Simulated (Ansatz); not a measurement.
The relaxed structure here is a generated cell of Ga2O3: the first start was made by placing the elements on the sites of a structure type, and the end was not matched to a known phase here, so it may be hypothetical. Known forms of Ga2O3 include space group No. 12, 167.

A relaxed structure of Ga2O3. Space group P-3m1 (No. 164). These are r2SCAN (plane waves to 500 eV, PAW, scalar-relativistic; Ansatz, a first-principles code) values and carry that method's errors.

```cif
data_Ga2O3
_chemical_formula_sum 'Ga2 O3'
_space_group_name_H-M_alt 'P 1'
_space_group_IT_number 1
_cell_length_a 2.99120
_cell_length_b 2.99120
_cell_length_c 6.84109
_cell_angle_alpha 90.000
_cell_angle_beta 90.000
_cell_angle_gamma 120.000
loop_
_space_group_symop_operation_xyz
  'x, y, z'
loop_
_atom_site_label
_atom_site_type_symbol
_atom_site_fract_x
_atom_site_fract_y
_atom_site_fract_z
_atom_site_occupancy
Ga1 Ga 0.33333 0.66667 0.20407 1
Ga2 Ga 0.66667 0.33333 0.79593 1
O1 O 0.00000 0.00000 0.00000 1
O2 O 0.33333 0.66667 0.69140 1
O3 O 0.66667 0.33333 0.30860 1
```

- Volume per atom: 10.60 Å³
- Band gap: 3.12 eV, direct at Γ (no spin-orbit coupling)
- Shortest distances: Ga–O 1.87 Å; O–O 2.73 Å; Ga–Ga 2.99 Å
- k-mesh: 13×13×5

Band energies at high-symmetry points (eV from the VBM; labels of this space group; no spin-orbit coupling), from −5 eV up to 7.0 eV:

| point | energies |
|---|---|
| Γ | -3.13 -1.11 -1.11 -1.10 -1.10 -0.91 -0.91 0.00 3.12 6.38 |
| M | -3.16 -2.19 -1.90 -1.55 -0.78 -0.68 5.15 |
| K | -3.97 -3.68 -3.68 -0.89 -0.89 -0.78 |
| A | -2.16 -1.15 -1.15 -1.15 -1.03 -1.03 -0.94 -0.94 4.10 5.66 |
| L | -3.08 -2.34 -2.19 -1.87 -0.71 -0.29 5.39 |
| H | -3.71 -3.40 -3.40 -1.14 -1.14 -0.93 |

No spin polarisation in the result.

The run could not lose the symmetry of its start, so the end can be a saddle point.
